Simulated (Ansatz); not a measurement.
Geometry optimisation in Ansatz: input, command and trajectory.

```yaml
crystal:
  lattice:
    - [7.2974403337, 0.0, 0.0]
    - [-3.6487201668, 6.3197687115, 0.0]
    - [0.0, 0.0, 5.8573218067]
  atoms:
    - { symbol: Rb, position: [0.833, 0.666, 0.25] }
    - { symbol: Rb, position: [0.167, 0.833, 0.75] }
    - { symbol: Rb, position: [0.334, 0.167, 0.25] }
    - { symbol: Rb, position: [0.167, 0.334, 0.75] }
    - { symbol: Rb, position: [0.833, 0.167, 0.25] }
    - { symbol: Rb, position: [0.666, 0.833, 0.75] }
    - { symbol: Co, position: [0.3333333333, 0.6666666667, 0.25], spin: 1.86 }
    - { symbol: Co, position: [0.6666666667, 0.3333333333, 0.75], spin: 1.86 }
basis:
  ecutwfc: 420
kpoints:
  mp_grid: { grid: [3, 3, 4] }
hamiltonian:
  xc: pbe
scf:
  occupations: { method: gaussian, width: 0.1 }
  lower_state_search: "off"
output:
  forces: true
  stress: true
  eigenvalues: true
  populations: true
magnetization:
  spin_polarized: true
relax:
  adjacent_minimum: "off"
  f_tol: 0.04
  max_steps: 70
  cell: { stress_tol: 0.4 }
```

```bash
ansatz run input.yaml --threads 1 --pin off --max-ram 2560MiB --backend cpu --events-out ev --progress --plain --runs-dir out
```

All numbers below come from DFT PBE, scalar-relativistic, plane waves, PAW in Ansatz 0.2.0.

Of 8 frames 8 are shown, positions in Å and forces in eV/Å; the SCF threshold varies from step to step. Steps run on the plane waves of an earlier cell, with a Pulay correction in the pressure. The basis is chosen afresh for the last frame, the zero of the energies, and at times for earlier ones too; energy and pressure step there, also at an unchanged geometry. Here that happened at step 5 (-25 meV/atom, 1.0 GPa); the frames before carry an error of that size.

```xyz
8
Lattice="7.2974 0.0000 0.0000 -3.6487 6.3198 0.0000 0.0000 0.0000 5.8573" Properties=species:S:1:pos:R:3:forces:R:3 pbc="T T T" step=1 free_energy_over_end_meV_per_atom=268.35 pressure_GPa=5.08
Rb    3.6487    4.2090    1.4643    0.0000   -0.6663    0.0000
Rb   -1.8207    5.2644    4.3930    0.5770   -0.3331    0.0000
Rb    1.8280    1.0554    1.4643    0.5770    0.3331    0.0000
Rb    0.0000    2.1108    4.3930    0.0000    0.6663    0.0000
Rb    5.4694    1.0554    1.4643   -0.5770    0.3331    0.0000
Rb    1.8207    5.2644    4.3930   -0.5770   -0.3331    0.0000
Co    0.0000    4.2132    1.4643    0.0000    0.0000    0.0000
Co    3.6487    2.1066    4.3930    0.0000    0.0000    0.0000
8
Lattice="7.6359 0.0000 0.0000 -3.8179 6.6129 0.0000 0.0000 0.0000 6.1429" Properties=species:S:1:pos:R:3:forces:R:3 pbc="T T T" step=2 free_energy_over_end_meV_per_atom=113.52 pressure_GPa=2.77
Rb    3.8179    4.2678    1.5357    0.0000   -0.0597    0.0000
Rb   -1.7871    5.4403    4.6071    0.0517   -0.0298    0.0000
Rb    2.0308    1.1725    1.5357    0.0517    0.0298    0.0000
Rb    0.0000    2.3450    4.6071    0.0000    0.0597    0.0000
Rb    5.6050    1.1725    1.5357   -0.0517    0.0298    0.0000
Rb    1.7871    5.4403    4.6071   -0.0517   -0.0298    0.0000
Co    0.0000    4.4086    1.5357    0.0000    0.0000    0.0000
Co    3.8179    2.2043    4.6071    0.0000    0.0000    0.0000
8
Lattice="7.9907 0.0000 0.0000 -3.9954 6.9202 0.0000 0.0000 0.0000 6.3686" Properties=species:S:1:pos:R:3:forces:R:3 pbc="T T T" step=3 free_energy_over_end_meV_per_atom=51.25 pressure_GPa=1.02
Rb    3.9954    4.4558    1.5922    0.0000   -0.0240    0.0000
Rb   -1.8611    5.6880    4.7765    0.0208   -0.0120    0.0000
Rb    2.1342    1.2322    1.5922    0.0208    0.0120    0.0000
Rb    0.0000    2.4644    4.7765    0.0000    0.0240    0.0000
Rb    5.8565    1.2322    1.5922   -0.0208    0.0120    0.0000
Rb    1.8611    5.6880    4.7765   -0.0208   -0.0120    0.0000
Co    0.0000    4.6134    1.5922    0.0000    0.0000    0.0000
Co    3.9954    2.3067    4.7765    0.0000    0.0000    0.0000
8
Lattice="8.2435 0.0000 0.0000 -4.1218 7.1391 0.0000 0.0000 0.0000 6.4975" Properties=species:S:1:pos:R:3:forces:R:3 pbc="T T T" step=4 free_energy_over_end_meV_per_atom=41.32 pressure_GPa=-0.21
Rb    4.1218    4.5873    1.6244    0.0000   -0.0010    0.0000
Rb   -1.9118    5.8632    4.8731    0.0009   -0.0005    0.0000
Rb    2.2099    1.2759    1.6244    0.0009    0.0005    0.0000
Rb    0.0000    2.5518    4.8731    0.0000    0.0010    0.0000
Rb    6.0336    1.2759    1.6244   -0.0009    0.0005    0.0000
Rb    1.9118    5.8632    4.8731   -0.0009   -0.0005    0.0000
Co    0.0000    4.7594    1.6244    0.0000    0.0000    0.0000
Co    4.1218    2.3797    4.8731    0.0000    0.0000    0.0000
8
Lattice="8.2435 0.0000 0.0000 -4.1218 7.1391 0.0000 0.0000 0.0000 6.4975" Properties=species:S:1:pos:R:3:forces:R:3 pbc="T T T" step=5 free_energy_over_end_meV_per_atom=16.24 pressure_GPa=0.78
Rb    4.1218    4.5873    1.6244    0.0000   -0.0005    0.0000
Rb   -1.9118    5.8632    4.8731    0.0005   -0.0003    0.0000
Rb    2.2099    1.2759    1.6244    0.0005    0.0003    0.0000
Rb    0.0000    2.5518    4.8731    0.0000    0.0005    0.0000
Rb    6.0336    1.2759    1.6244   -0.0005    0.0003    0.0000
Rb    1.9118    5.8632    4.8731   -0.0005   -0.0003    0.0000
Co    0.0000    4.7594    1.6244    0.0000    0.0000    0.0000
Co    4.1218    2.3797    4.8731    0.0000    0.0000    0.0000
8
Lattice="8.4169 0.0000 0.0000 -4.2085 7.2893 0.0000 0.0000 0.0000 6.5705" Properties=species:S:1:pos:R:3:forces:R:3 pbc="T T T" step=6 free_energy_over_end_meV_per_atom=6.28 pressure_GPa=0.44
Rb    4.2085    4.6809    1.6426    0.0000    0.0003    0.0000
Rb   -1.9495    5.9851    4.9279   -0.0003    0.0002    0.0000
Rb    2.2590    1.3042    1.6426   -0.0003   -0.0002    0.0000
Rb    0.0000    2.6084    4.9279    0.0000   -0.0003    0.0000
Rb    6.1580    1.3042    1.6426    0.0003   -0.0002    0.0000
Rb    1.9495    5.9851    4.9279    0.0003    0.0002    0.0000
Co    0.0000    4.8595    1.6426    0.0000    0.0000    0.0000
Co    4.2085    2.4298    4.9279    0.0000    0.0000    0.0000
8
Lattice="8.7818 0.0000 0.0000 -4.3909 7.6053 0.0000 0.0000 0.0000 6.6534" Properties=species:S:1:pos:R:3:forces:R:3 pbc="T T T" step=7 free_energy_over_end_meV_per_atom=1.61 pressure_GPa=-0.13
Rb    4.3909    4.8822    1.6634    0.0000   -0.0220    0.0000
Rb   -2.0326    6.2437    4.9901    0.0191   -0.0110    0.0000
Rb    2.3583    1.3615    1.6634    0.0191    0.0110    0.0000
Rb    0.0000    2.7231    4.9901    0.0000    0.0220    0.0000
Rb    6.4235    1.3615    1.6634   -0.0191    0.0110    0.0000
Rb    2.0326    6.2437    4.9901   -0.0191   -0.0110    0.0000
Co    0.0000    5.0702    1.6634    0.0000    0.0000    0.0000
Co    4.3909    2.5351    4.9901    0.0000    0.0000    0.0000
8
Lattice="8.7818 0.0000 0.0000 -4.3909 7.6053 0.0000 0.0000 0.0000 6.6534" Properties=species:S:1:pos:R:3:forces:R:3 pbc="T T T" step=8 free_energy_over_end_meV_per_atom=0.00 pressure_GPa=-0.07
Rb    4.3909    4.8822    1.6634    0.0000   -0.0219    0.0000
Rb   -2.0326    6.2437    4.9901    0.0190   -0.0110    0.0000
Rb    2.3583    1.3615    1.6634    0.0190    0.0110    0.0000
Rb    0.0000    2.7231    4.9901    0.0000    0.0219    0.0000
Rb    6.4235    1.3615    1.6634   -0.0190    0.0110    0.0000
Rb    2.0326    6.2437    4.9901   -0.0190   -0.0110    0.0000
Co    0.0000    5.0702    1.6634    0.0000    0.0000    0.0000
Co    4.3909    2.5351    4.9901    0.0000    0.0000    0.0000
```

The start puts this composition into another compound's structure type, which needn't suit it. The cell swells from 33.8 to 55.5 Å³ an atom, so the end can be far from any stable crystal. At the end the space group is P6_3/mmc (tolerance 0.05 Å).

Time: 2.4 min on 1 thread of Intel(R) Xeon(R) 6975P-C (Granite Rapids), on a shared host, peak memory 0.92 GiB.

The k mesh is coarse.